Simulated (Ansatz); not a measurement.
Geometry optimisation in Ansatz: input, command and trajectory.

```yaml
crystal:
  lattice:
    - [5.082648603, 0.0, 0.0]
    - [-2.5413243015, 4.4017028087, 0.0]
    - [0.0, 0.0, 7.9077756183]
  atoms:
    - { symbol: "Y", position: [0.3333333333, 0.6666666667, 0.245] }
    - { symbol: "Y", position: [0.6666666667, 0.3333333333, 0.755] }
    - { symbol: I, position: [0.0, 0.0, 0.0] }
    - { symbol: I, position: [0.3333333333, 0.6666666667, 0.645] }
    - { symbol: I, position: [0.6666666667, 0.3333333333, 0.355] }
basis:
  ecutwfc: 420
kpoints:
  mp_grid: { grid: [6, 6, 2] }
hamiltonian:
  xc: pbe
scf:
  occupations: { method: gaussian, width: 0.1 }
  lower_state_search: "off"
output:
  forces: true
  stress: true
  eigenvalues: true
relax:
  adjacent_minimum: "off"
  f_tol: 0.04
  max_steps: 70
  cell: { stress_tol: 0.4 }
```

```bash
ansatz run input.yaml --threads 1 --pin off --max-ram 2560MiB --backend cpu --events-out ev --progress --plain --runs-dir out
```

Method: DFT PBE, scalar-relativistic, plane waves, PAW in Ansatz 0.2.0.

Of 10 frames 9 are shown, positions in Å and forces in eV/Å; the SCF threshold varies from step to step. Steps run on the plane waves of an earlier cell, with a Pulay correction in the pressure. The basis is chosen afresh for the last frame, the zero of the energies, and at times for earlier ones too; energy and pressure step there, also at an unchanged geometry.

```xyz
5
Lattice="5.0826 0.0000 0.0000 -2.5413 4.4017 0.0000 0.0000 0.0000 7.9078" Properties=species:S:1:pos:R:3:forces:R:3 pbc="T T T" step=1 free_energy_over_end_meV_per_atom=250.51 pressure_GPa=-0.08
Y     0.0000    2.9345    1.9374    0.0000    0.0000   -0.8194
Y     2.5413    1.4672    5.9704    0.0000    0.0000    0.8194
I     0.0000    0.0000    0.0000    0.0000    0.0000    0.0000
I     0.0000    2.9345    5.1005    0.0000    0.0000    0.0729
I     2.5413    1.4672    2.8073    0.0000    0.0000   -0.0729
5
Lattice="5.1045 0.0000 0.0000 -2.5523 4.4206 0.0000 0.0000 0.0000 7.7508" Properties=species:S:1:pos:R:3:forces:R:3 pbc="T T T" step=2 free_energy_over_end_meV_per_atom=173.01 pressure_GPa=-0.97
Y     0.0000    2.9471    1.7067    0.0000    0.0000   -1.0375
Y     2.5523    1.4735    6.0442    0.0000    0.0000    1.0375
I     0.0000    0.0000    0.0000    0.0000    0.0000    0.0000
I     0.0000    2.9471    5.0080    0.0000    0.0000    0.0151
I     2.5523    1.4735    2.7428    0.0000    0.0000   -0.0151
5
Lattice="5.0937 0.0000 0.0000 -2.5468 4.4112 0.0000 0.0000 0.0000 7.6489" Properties=species:S:1:pos:R:3:forces:R:3 pbc="T T T" step=3 free_energy_over_end_meV_per_atom=90.19 pressure_GPa=-1.01
Y     0.0000    2.9408    1.4956    0.0000    0.0000   -0.8464
Y     2.5468    1.4704    6.1533    0.0000    0.0000    0.8464
I     0.0000    0.0000    0.0000    0.0000    0.0000    0.0000
I     0.0000    2.9408    4.9423    0.0000    0.0000    0.1133
I     2.5468    1.4704    2.7066    0.0000    0.0000   -0.1133
5
Lattice="5.0583 0.0000 0.0000 -2.5291 4.3806 0.0000 0.0000 0.0000 7.5401" Properties=species:S:1:pos:R:3:forces:R:3 pbc="T T T" step=4 free_energy_over_end_meV_per_atom=40.88 pressure_GPa=0.04
Y     0.0000    2.9204    1.2874    0.0000    0.0000   -0.3171
Y     2.5291    1.4602    6.2527    0.0000    0.0000    0.3171
I     0.0000    0.0000    0.0000    0.0000    0.0000    0.0000
I     0.0000    2.9204    4.9063    0.0000    0.0000    0.2315
I     2.5291    1.4602    2.6338    0.0000    0.0000   -0.2315
5
Lattice="5.1347 0.0000 0.0000 -2.5673 4.4467 0.0000 0.0000 0.0000 7.3262" Properties=species:S:1:pos:R:3:forces:R:3 pbc="T T T" step=5 free_energy_over_end_meV_per_atom=21.96 pressure_GPa=-0.08
Y     0.0000    2.9645    1.1948    0.0000    0.0000   -0.2985
Y     2.5673    1.4822    6.1314    0.0000    0.0000    0.2985
I     0.0000    0.0000    0.0000    0.0000    0.0000    0.0000
I     0.0000    2.9645    4.8465    0.0000    0.0000    0.1604
I     2.5673    1.4822    2.4797    0.0000    0.0000   -0.1604
5
Lattice="5.2080 0.0000 0.0000 -2.6040 4.5102 0.0000 0.0000 0.0000 7.2009" Properties=species:S:1:pos:R:3:forces:R:3 pbc="T T T" step=6 free_energy_over_end_meV_per_atom=2.18 pressure_GPa=0.28
Y     0.0000    3.0068    1.0260    0.0000    0.0000    0.0888
Y     2.6040    1.5034    6.1748    0.0000    0.0000   -0.0888
I     0.0000    0.0000    0.0000    0.0000    0.0000    0.0000
I     0.0000    3.0068    4.8909    0.0000    0.0000    0.1343
I     2.6040    1.5034    2.3099    0.0000    0.0000   -0.1343
5
Lattice="5.2675 0.0000 0.0000 -2.6337 4.5618 0.0000 0.0000 0.0000 7.1547" Properties=species:S:1:pos:R:3:forces:R:3 pbc="T T T" step=7 free_energy_over_end_meV_per_atom=1.32 pressure_GPa=0.18
Y     0.0000    3.0412    0.9990    0.0000    0.0000    0.0916
Y     2.6337    1.5206    6.1557    0.0000    0.0000   -0.0916
I     0.0000    0.0000    0.0000    0.0000    0.0000    0.0000
I     0.0000    3.0412    4.9628    0.0000    0.0000   -0.1209
I     2.6337    1.5206    2.1919    0.0000    0.0000    0.1209
5
Lattice="5.2394 0.0000 0.0000 -2.6197 4.5375 0.0000 0.0000 0.0000 7.3281" Properties=species:S:1:pos:R:3:forces:R:3 pbc="T T T" step=8 free_energy_over_end_meV_per_atom=0.13 pressure_GPa=-0.06
Y     0.0000    3.0250    1.0210    0.0000    0.0000   -0.0623
Y     2.6197    1.5125    6.3072    0.0000    0.0000    0.0623
I     0.0000    0.0000    0.0000    0.0000    0.0000    0.0000
I     0.0000    3.0250    5.0869    0.0000    0.0000   -0.0342
I     2.6197    1.5125    2.2412    0.0000    0.0000    0.0342
5
Lattice="5.2350 0.0000 0.0000 -2.6175 4.5336 0.0000 0.0000 0.0000 7.3241" Properties=species:S:1:pos:R:3:forces:R:3 pbc="T T T" step=10 free_energy_over_end_meV_per_atom=0.00 pressure_GPa=0.00
Y     0.0000    3.0224    1.0092    0.0000    0.0000    0.0196
Y     2.6175    1.5112    6.3149    0.0000    0.0000   -0.0196
I     0.0000    0.0000    0.0000    0.0000    0.0000    0.0000
I     0.0000    3.0224    5.0681    0.0000    0.0000    0.0134
I     2.6175    1.5112    2.2560    0.0000    0.0000   -0.0134
```

The start puts this composition into another compound's structure type, which needn't suit it. At the end the space group is P-3m1 (tolerance 0.05 Å).

Time: 67 s on 1 thread of Arm Neoverse V2 (shared host), peak memory 0.46 GiB.

The k mesh is coarse. Spin polarisation was left out, and a magnetic state may lie lower.